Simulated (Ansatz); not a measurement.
Input and steps of a relaxation of cell and atoms on Pb2HfO4 on the sites of MnGa2S4 (No. 82) (Ansatz, PBEsol). It starts from a supercell of the end of a PBEsol relaxation, slightly strained and with each coordinate displaced at random by about 0.15 Å.

```yaml
crystal:
  lattice:
    - [-2.6453030178, 2.7073231512, 5.6772883273]
    - [2.6498559021, -2.5173877551, 5.5916046017]
    - [2.6599568912, 2.5320416285, -5.5895002603]
  atoms:
    - { symbol: Hf, position: [0.2796785755, 0.7653604287, 0.5343525993] }
    - { symbol: Pb, position: [0.7590540803, 0.2721603463, 0.5368251616] }
    - { symbol: Pb, position: [0.5448723566, 0.4850338968, 0.0327945403] }
    - { symbol: O, position: [0.3604169054, 0.8885385155, -0.0822516242] }
    - { symbol: O, position: [0.1004073099, 0.0531718748, 0.5028599002] }
    - { symbol: O, position: [0.5295289914, 0.5930222781, 0.4278112511] }
    - { symbol: O, position: [0.9784171797, 0.4603570177, 1.1025664181] }
kpoints:
  mp_grid: { grid: [6, 6, 6] }
hamiltonian:
  xc: pbesol
scf:
  occupations: { method: fermi_dirac, width: 0.05 }
relax:
  f_tol: 0.01
  cell: {}
  max_steps: 120
```

Of the 33 recorded frames of the trajectory, 20 are shown, each with positions in Å and forces in eV/Å. Some frames, the last among them, repeat a geometry solved again on a basis re-selected at its cell; pressure is positive in compression.

Step 1: energy 0.0 meV/atom from step 1, largest force component 4.541 eV/Å, pressure +6.47 GPa
```xyz
7
Lattice="-2.6453 2.7073 5.6773 2.6499 -2.5174 5.5916 2.6600 2.5320 -5.5895" Properties=species:S:1:pos:R:3:forces:R:3 pbc="T T T"
Hf    2.7096    0.1835    2.8806   -3.2658   -3.5582    2.5280
Pb    0.1412    2.7291    2.8306   -0.6788    0.2599   -0.5070
Pb   -0.0689    0.3372    5.6222    0.0670   -0.6181    0.1267
O     1.1823   -1.4693    7.4743    3.3376    4.5412   -4.4571
O     1.2129    1.4112   -1.9434    1.4151   -0.7611    2.0501
O     1.3086    1.0240    3.9310   -0.9609    1.0092    2.2651
O     1.5644    4.2817    1.9661    0.0860   -0.8731   -2.0058
```

Step 2: energy -210.8 meV/atom from step 1, largest force component 1.455 eV/Å, pressure +0.40 GPa
```xyz
7
Lattice="-2.6298 2.6758 5.6388 2.6508 -2.5265 5.5797 2.6634 2.5602 -5.5702" Properties=species:S:1:pos:R:3:forces:R:3 pbc="T T T"
Hf    2.6995    0.1190    2.8696   -1.0710   -0.9485    0.5997
Pb    0.1223    2.7374    2.7624   -0.4308   -0.3012   -0.0703
Pb   -0.0535    0.2213    5.6224   -0.0678   -0.6926    0.1609
O     1.1047   -1.3437    7.3495    0.1435    1.4553   -1.0352
O     1.2887    1.4492   -1.7942    0.2844    0.3176    0.5845
O     1.3277    1.0412    4.0266    0.4987    0.0269    0.1715
O     1.6298    4.2150    1.8054    0.6429    0.1427   -0.4102
```

Step 3: energy -257.3 meV/atom from step 1, largest force component 0.654 eV/Å, pressure -0.52 GPa
```xyz
7
Lattice="-2.5876 2.6589 5.6332 2.6433 -2.5030 5.5866 2.6559 2.5716 -5.5614" Properties=species:S:1:pos:R:3:forces:R:3 pbc="T T T"
Hf    2.6956    0.1158    2.8640   -0.6124   -0.1681    0.3116
Pb    0.1194    2.7074    2.7543   -0.1353   -0.1824    0.0086
Pb   -0.0371    0.1150    5.6285   -0.2359   -0.1276    0.0439
O     0.9942   -1.1856    7.3108   -0.0312    0.1991    0.0358
O     1.3497    1.5168   -1.7271   -0.0584    0.1954   -0.2254
O     1.3772    1.0422    4.0804    0.6541   -0.2273   -0.4445
O     1.7208    4.1853    1.7623    0.4190    0.3108    0.2704
```

Step 4: energy -267.0 meV/atom from step 1, largest force component 0.323 eV/Å, pressure -0.93 GPa
```xyz
7
Lattice="-2.5397 2.6686 5.6523 2.6752 -2.4439 5.6102 2.6495 2.5539 -5.5480" Properties=species:S:1:pos:R:3:forces:R:3 pbc="T T T"
Hf    2.7162    0.1508    2.9005   -0.0812   -0.0371    0.0644
Pb    0.1550    2.6819    2.7560   -0.1296    0.0128   -0.0094
Pb   -0.0474    0.1195    5.6436   -0.0819    0.1156    0.0599
O     0.9966   -1.0735    7.3466   -0.1009   -0.0658    0.1690
O     1.3927    1.5307   -1.7450   -0.0345   -0.0110   -0.3227
O     1.4484    1.0738    4.1396    0.2600   -0.2435   -0.2191
O     1.8210    4.2019    1.8240    0.1681    0.2291    0.2579
```

Step 5: energy -276.8 meV/atom from step 1, largest force component 0.334 eV/Å, pressure -1.11 GPa
```xyz
7
Lattice="-2.4120 2.6678 5.6573 2.7325 -2.3073 5.6366 2.6085 2.5036 -5.4885" Properties=species:S:1:pos:R:3:forces:R:3 pbc="T T T"
Hf    2.7802    0.2185    2.9765    0.3318    0.0864   -0.2629
Pb    0.2380    2.6182    2.7072   -0.0576    0.2236    0.1064
Pb   -0.0665    0.1921    5.6647    0.2861    0.2099    0.0934
O     1.0479   -0.8780    7.3842   -0.2157   -0.1877    0.0617
O     1.4734    1.4948   -1.7751    0.0874   -0.2513   -0.2634
O     1.5619    1.1099    4.2410   -0.3336   -0.1173    0.2420
O     1.9778    4.2537    1.9588   -0.0987    0.0369    0.0229
```

Step 6: energy -283.1 meV/atom from step 1, largest force component 0.362 eV/Å, pressure -0.38 GPa
```xyz
7
Lattice="-2.3708 2.6577 5.6435 2.7257 -2.2418 5.6124 2.5956 2.4664 -5.4485" Properties=species:S:1:pos:R:3:forces:R:3 pbc="T T T"
Hf    2.7820    0.2408    2.9830    0.3620    0.0599   -0.2565
Pb    0.2754    2.5817    2.6851   -0.0497    0.1932    0.0573
Pb   -0.0750    0.2459    5.6569    0.2207    0.1280    0.0316
O     1.0409   -0.7982    7.3654   -0.1755   -0.1516    0.0413
O     1.5088    1.4488   -1.7972    0.0180   -0.2154   -0.1570
O     1.5755    1.0981    4.2767   -0.2809   -0.0155    0.2959
O     1.9879    4.2729    1.9757   -0.0946    0.0015   -0.0126
```

Q: How does the relaxation go on, and where does it end?

A: The middle of the trajectory is left out here.
Step 7: energy -288.5 meV/atom from step 1, largest force component 0.346 eV/Å, pressure -0.36 GPa
```xyz
7
Lattice="-2.4654 2.7142 5.6032 2.7159 -2.1673 5.4633 2.6589 2.3607 -5.3479" Properties=species:S:1:pos:R:3:forces:R:3 pbc="T T T"
Hf    2.7899    0.2456    2.9137   -0.1936    0.0083    0.3463
Pb    0.2448    2.5800    2.6387    0.0960    0.0458   -0.0134
Pb   -0.1387    0.3923    5.5469    0.1055    0.0145   -0.1117
O     0.9364   -0.6581    7.2223   -0.0262    0.0210   -0.0825
O     1.5479    1.3246   -1.8414    0.0056    0.0240   -0.0053
O     1.6571    1.0442    4.3354    0.0096   -0.0857   -0.1506
O     1.8812    4.3016    1.9693    0.0030   -0.0278    0.0174
```

Step 8: energy -289.7 meV/atom from step 1, largest force component 0.079 eV/Å, pressure +0.18 GPa
```xyz
7
Lattice="-2.4615 2.6907 5.6043 2.6980 -2.1671 5.4683 2.6637 2.3695 -5.3596" Properties=species:S:1:pos:R:3:forces:R:3 pbc="T T T"
Hf    2.7731    0.2439    2.9318   -0.0303    0.0196   -0.0605
Pb    0.2586    2.5786    2.6219    0.0419   -0.0244   -0.0424
Pb   -0.1310    0.3792    5.5345   -0.0787   -0.0472    0.0637
O     0.9144   -0.6836    7.2304   -0.0249    0.0031   -0.0561
O     1.5531    1.3260   -1.8376    0.0383   -0.0056    0.0555
O     1.6252    1.0516    4.3236    0.0721    0.0232   -0.0395
O     1.8909    4.2781    1.9659   -0.0182    0.0316    0.0784
```

Step 9: energy -292.6 meV/atom from step 1, largest force component 0.142 eV/Å, pressure -0.38 GPa
```xyz
7
Lattice="-2.5076 2.7269 5.6429 2.6416 -2.0605 5.3916 2.7499 2.3041 -5.3318" Properties=species:S:1:pos:R:3:forces:R:3 pbc="T T T"
Hf    2.7681    0.2843    2.9119    0.1418    0.0748    0.0029
Pb    0.2611    2.5983    2.6173    0.0685    0.0789    0.0684
Pb   -0.2020    0.5225    5.4840    0.0420    0.0183   -0.1039
O     0.7946   -0.6141    7.1047   -0.1258   -0.1397    0.0457
O     1.6463    1.2908   -1.7785   -0.0459    0.0036    0.0159
O     1.6389    1.1396    4.2845   -0.0817    0.0316    0.0254
O     1.8782    4.2567    2.0992    0.0011   -0.0675   -0.0544
```

Step 10 (rejected): energy -292.3 meV/atom from step 1, largest force component 0.427 eV/Å, pressure -0.69 GPa
```xyz
7
Lattice="-2.6198 2.7795 5.6803 2.5173 -1.8791 5.2083 2.9213 2.1843 -5.2608" Properties=species:S:1:pos:R:3:forces:R:3 pbc="T T T"
Hf    2.7421    0.3490    2.8449    0.1460    0.0162   -0.2994
Pb    0.2700    2.6435    2.6237   -0.0735    0.1387    0.0693
Pb   -0.3482    0.7648    5.3220    0.1829   -0.1161   -0.0403
O     0.5383   -0.5168    6.8248   -0.2994   -0.4272    0.3465
O     1.7954    1.2233   -1.6498   -0.1906    0.2016   -0.0044
O     1.6393    1.2858    4.1815   -0.1627   -0.0002    0.0359
O     1.8358    4.1873    2.2810    0.3973    0.1875   -0.1084
```

Step 24: energy -311.2 meV/atom from step 1, largest force component 0.004 eV/Å, pressure 0.00 GPa
```xyz
7
Lattice="-2.4548 2.9748 5.7904 2.4948 -1.8088 5.2632 2.9334 2.2935 -5.2511" Properties=species:S:1:pos:R:3:forces:R:3 pbc="T T T"
Hf    2.7488    0.4914    2.8865    0.0021   -0.0027    0.0014
Pb    0.4275    3.1545    2.8357    0.0037    0.0037   -0.0008
Pb   -0.2879    0.8614    5.3817   -0.0002    0.0006   -0.0017
O     0.4178   -0.6926    6.6950   -0.0007    0.0007    0.0003
O     1.8971    1.5999   -1.4933   -0.0024   -0.0002   -0.0005
O     1.5421    1.5053    4.0902   -0.0009   -0.0013   -0.0010
O     2.2713    4.2911    2.6457   -0.0016   -0.0007    0.0023
```

Step 25: energy -312.4 meV/atom from step 1, largest force component 0.005 eV/Å, pressure +0.08 GPa
```xyz
7
Lattice="-2.4548 2.9748 5.7904 2.4948 -1.8088 5.2632 2.9334 2.2935 -5.2511" Properties=species:S:1:pos:R:3:forces:R:3 pbc="T T T"
Hf    2.7488    0.4914    2.8865    0.0051    0.0004    0.0023
Pb    0.4275    3.1545    2.8357    0.0033    0.0037   -0.0007
Pb   -0.2879    0.8614    5.3817   -0.0002    0.0004   -0.0014
O     0.4178   -0.6926    6.6950   -0.0011    0.0004    0.0008
O     1.8971    1.5999   -1.4933   -0.0029    0.0001   -0.0008
O     1.5421    1.5053    4.0902   -0.0013   -0.0016   -0.0010
O     2.2713    4.2911    2.6457   -0.0029   -0.0033    0.0008
```

Step 26: energy -312.4 meV/atom from step 1, largest force component 0.017 eV/Å, pressure +0.04 GPa
```xyz
7
Lattice="-2.4361 3.0006 5.7948 2.4986 -1.7827 5.2541 2.9384 2.2912 -5.2318" Properties=species:S:1:pos:R:3:forces:R:3 pbc="T T T"
Hf    2.7566    0.5110    2.8916    0.0092    0.0070    0.0138
Pb    0.4601    3.2023    2.8472    0.0103   -0.0012   -0.0038
Pb   -0.2875    0.8832    5.3694   -0.0025   -0.0024   -0.0092
O     0.4172   -0.6686    6.6824    0.0016    0.0018   -0.0024
O     1.9067    1.6083   -1.4764   -0.0002    0.0106    0.0018
O     1.5457    1.5262    4.0909   -0.0012   -0.0022   -0.0015
O     2.3130    4.3253    2.6793   -0.0171   -0.0136    0.0013
```

Step 27: energy -312.2 meV/atom from step 1, largest force component 0.019 eV/Å, pressure 0.00 GPa
```xyz
7
Lattice="-2.4284 3.0126 5.7981 2.5034 -1.7810 5.2571 2.9363 2.2952 -5.2289" Properties=species:S:1:pos:R:3:forces:R:3 pbc="T T T"
Hf    2.7602    0.5168    2.8955    0.0090    0.0126    0.0070
Pb    0.4734    3.2207    2.8571    0.0077    0.0013   -0.0054
Pb   -0.2848    0.8857    5.3669    0.0008   -0.0029    0.0007
O     0.4160   -0.6692    6.6789   -0.0049    0.0086   -0.0013
O     1.9092    1.6211   -1.4753    0.0028    0.0067    0.0023
O     1.5494    1.5331    4.0947    0.0024   -0.0070   -0.0045
O     2.3266    4.3405    2.6976   -0.0178   -0.0194    0.0011
```

Step 28 (rejected): energy -310.0 meV/atom from step 1, largest force component 0.447 eV/Å, pressure +0.06 GPa
```xyz
7
Lattice="-2.4413 3.0332 5.8448 2.4977 -1.7601 5.2752 2.9434 2.2684 -5.2557" Properties=species:S:1:pos:R:3:forces:R:3 pbc="T T T"
Hf    2.7638    0.5237    2.9103   -0.1538   -0.2521   -0.0873
Pb    0.4835    3.2323    2.8716   -0.2693   -0.1030    0.1431
Pb   -0.3003    0.9098    5.3871   -0.0072    0.1061   -0.1324
O     0.3720   -0.6233    6.7135    0.0346   -0.1534    0.0809
O     1.9360    1.6397   -1.4864   -0.0567   -0.0613   -0.0796
O     1.5429    1.5132    4.1082    0.0056    0.0897    0.0187
O     2.3073    4.3184    2.7589    0.4469    0.3740    0.0565
```

Step 29: energy -312.1 meV/atom from step 1, largest force component 0.003 eV/Å, pressure -0.01 GPa
```xyz
7
Lattice="-2.4316 3.0137 5.8081 2.5026 -1.7743 5.2614 2.9425 2.2914 -5.2352" Properties=species:S:1:pos:R:3:forces:R:3 pbc="T T T"
Hf    2.7621    0.5197    2.8990   -0.0007   -0.0008    0.0011
Pb    0.4782    3.2236    2.8620   -0.0002    0.0010    0.0013
Pb   -0.2879    0.8911    5.3694    0.0011   -0.0014    0.0003
O     0.4036   -0.6632    6.6852   -0.0013    0.0006   -0.0020
O     1.9164    1.6247   -1.4786    0.0029    0.0023    0.0009
O     1.5499    1.5323    4.0989   -0.0027    0.0001   -0.0004
O     2.3323    4.3364    2.7111    0.0007   -0.0017   -0.0013
```

Step 30: energy -312.6 meV/atom from step 1, largest force component 0.003 eV/Å, pressure 0.00 GPa
```xyz
7
Lattice="-2.4316 3.0137 5.8081 2.5026 -1.7743 5.2614 2.9425 2.2914 -5.2352" Properties=species:S:1:pos:R:3:forces:R:3 pbc="T T T"
Hf    2.7621    0.5197    2.8990    0.0003    0.0001    0.0012
Pb    0.4782    3.2236    2.8620   -0.0003    0.0010    0.0014
Pb   -0.2879    0.8911    5.3694    0.0011   -0.0015    0.0004
O     0.4036   -0.6632    6.6852   -0.0015    0.0005   -0.0018
O     1.9164    1.6247   -1.4786    0.0028    0.0023    0.0009
O     1.5499    1.5323    4.0989   -0.0029    0.0001   -0.0003
O     2.3323    4.3364    2.7111    0.0004   -0.0025   -0.0017
```

Step 31: energy -312.6 meV/atom from step 1, largest force component 0.004 eV/Å, pressure +0.01 GPa
```xyz
7
Lattice="-2.4210 3.0234 5.8107 2.5047 -1.7671 5.2621 2.9406 2.2929 -5.2300" Properties=species:S:1:pos:R:3:forces:R:3 pbc="T T T"
Hf    2.7647    0.5266    2.9026   -0.0013    0.0012   -0.0037
Pb    0.4924    3.2416    2.8692    0.0000   -0.0013    0.0000
Pb   -0.2863    0.8979    5.3670   -0.0027    0.0021   -0.0001
O     0.4013   -0.6588    6.6807    0.0005   -0.0007    0.0019
O     1.9204    1.6345   -1.4746    0.0017    0.0001   -0.0001
O     1.5517    1.5395    4.1014    0.0010    0.0003   -0.0003
O     2.3496    4.3477    2.7281    0.0008   -0.0017    0.0023
```

Step 32: energy -312.5 meV/atom from step 1, largest force component 0.008 eV/Å, pressure -0.01 GPa
```xyz
7
Lattice="-2.4161 3.0296 5.8139 2.5072 -1.7637 5.2644 2.9398 2.2937 -5.2288" Properties=species:S:1:pos:R:3:forces:R:3 pbc="T T T"
Hf    2.7670    0.5304    2.9049    0.0011    0.0004    0.0025
Pb    0.5013    3.2512    2.8757    0.0004    0.0016    0.0011
Pb   -0.2868    0.9028    5.3667    0.0075   -0.0063   -0.0014
O     0.3981   -0.6563    6.6791   -0.0048    0.0036   -0.0023
O     1.9236    1.6424   -1.4748   -0.0012    0.0012    0.0009
O     1.5539    1.5425    4.1044   -0.0028    0.0003    0.0008
O     2.3606    4.3526    2.7415   -0.0003   -0.0008   -0.0016
```

Step 33: energy -312.7 meV/atom from step 1, largest force component 0.008 eV/Å, pressure -0.01 GPa
```xyz
7
Lattice="-2.4161 3.0296 5.8139 2.5072 -1.7637 5.2644 2.9398 2.2937 -5.2288" Properties=species:S:1:pos:R:3:forces:R:3 pbc="T T T"
Hf    2.7670    0.5304    2.9049    0.0014    0.0009    0.0026
Pb    0.5013    3.2512    2.8757    0.0004    0.0016    0.0011
Pb   -0.2868    0.9028    5.3667    0.0075   -0.0063   -0.0013
O     0.3981   -0.6563    6.6791   -0.0048    0.0036   -0.0022
O     1.9236    1.6424   -1.4748   -0.0012    0.0012    0.0009
O     1.5539    1.5425    4.1044   -0.0028    0.0003    0.0008
O     2.3606    4.3526    2.7415   -0.0005   -0.0012   -0.0018
```

In 29 steps the volume changed by +0.2 %; between the first SCF and the last, each on a basis chosen for its cell, the energy fell by 313 meV an atom. Final cell: it is triclinic, P1 (No. 1); conventional cell a = 5.381 Å, b = 5.473 Å, c = 6.092 Å, α = 112.8°, β = 98.8°, γ = 101.2°, 22.44 Å³ an atom. Hf has 4 O at 1.92–1.99 Å; Pb has 3 O at 2.17–2.35 Å; Pb has 3 O at 2.15–2.36 Å; O has 1 Hf at 1.92 Å and 1 Pb at 2.15 Å; O has 1 Hf at 1.99 Å and 2 Pb at 2.27–2.36 Å; O has 1 Hf at 1.98 Å and 2 Pb at 2.32–2.35 Å; O has 1 Hf at 1.92 Å and 1 Pb at 2.17 Å.

Run as `ansatz run input.yaml --threads 4 --pin off --max-ram 4608MiB --backend cpu --events-out ev --progress --plain --runs-dir out`. It took 10 min on 4 threads of Arm Neoverse V2, on a shared host, load about 0.3 per core; peak host memory 0.9 GiB.

Spin-unpolarised throughout. Whether this structure exists isn't addressed.
